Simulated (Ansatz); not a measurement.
Values for one crystal, relaxed and computed with DFT-PBEsol in the program Ansatz with PAW potentials; other levels are named.

| Property | Result |
|---|---|
| Volume per atom | 18.18 Å³ |
| Band gap | 0.60 eV (direct) |
| HSE06 gap on the PBEsol cell | 1.84 eV |
| Pressure derivative B′ | 4.8 |
| Hole effective mass | 0.13, 0.80, 0.80 mₑ (principal values) |
| Formation energy from the elements (no fitted shifts) | -47 kJ/mol of atoms |
| Electron effective mass | 0.11, 0.12, 0.12 mₑ (principal values) |

Q: Pick the material that matches.
A. BeTe, zinc blende
B. NaCl, rock salt
C. SrCl2, fluorite
D. ZnCu2GeS4, I-4 (Pearson symbol tI16)

A: D, ZnCu2GeS4, I-4 (Pearson symbol tI16)

Symmetry was held in the PBEsol relaxation. The run is not spin-polarised. The references are the lowest solids computed at this level, not always the standard phases. Scalar-relativistic: spin–orbit coupling is off unless named, which matters more the heavier the elements.

Potentials: the later of the program's two PAW sets.
